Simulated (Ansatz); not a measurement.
MoSe2:
```
CELL_PARAMETERS angstrom
      3.27706     0.00000     0.00000
     -1.63853     2.83801     0.00000
      0.00000     0.00000    12.73290
ATOMIC_POSITIONS crystal
  Mo 0.66667 0.33333 0.25000
  Mo 0.33333 0.66667 0.75000
  Se 0.33333 0.66667 0.38147
  Se 0.66667 0.33333 0.61853
  Se 0.66667 0.33333 0.88147
  Se 0.33333 0.66667 0.11853
```

Relaxed with PBE+D3(BJ). Special points in fractions of this cell's reciprocal vectors: Γ (0.000, 0.000, 0.000); M (0.500, 0.000, 0.000); K (0.333, 0.333, 0.000); A (0.000, 0.000, 0.500); L (0.500, 0.000, 0.500); H (0.333, 0.333, 0.500).

Question: List the band energies nearest the valence-band maximum at these points for plane-wave PAW PBE+D3(BJ) (Ansatz code).

Answer: In eV from the valence-band maximum; about four levels below and three above (degenerate sets whole), none deeper than 8.9 eV; points with the same levels are listed once.

| k | below | above |
|---|---|---|
| Γ | -1.48 -1.48 -1.19 -0.69 0.00 | 2.47 2.47 2.55 2.55 |
| M | -1.24 -1.19 -1.12 -0.87 | 1.56 1.61 1.79 |
| K | -2.39 -2.39 -0.53 -0.29 | 1.17 1.17 1.51 |
| A | -1.51 -1.51 -1.51 -1.51 -0.16 -0.16 | 2.48 2.48 2.48 2.48 |
| L | -1.17 -1.17 -1.03 -1.03 | 1.58 1.58 2.00 2.00 |
| H | -2.63 -2.63 -0.43 -0.43 | 1.17 1.17 2.05 2.05 |

Space group P6_3/mmc. The PBE+D3(BJ) relaxation kept the symmetry of its start; phonons on a q-mesh show no instability. No spin polarisation was allowed. Spin–orbit coupling is left out wherever it is not named.

Potentials: the later of the program's two PAW sets.
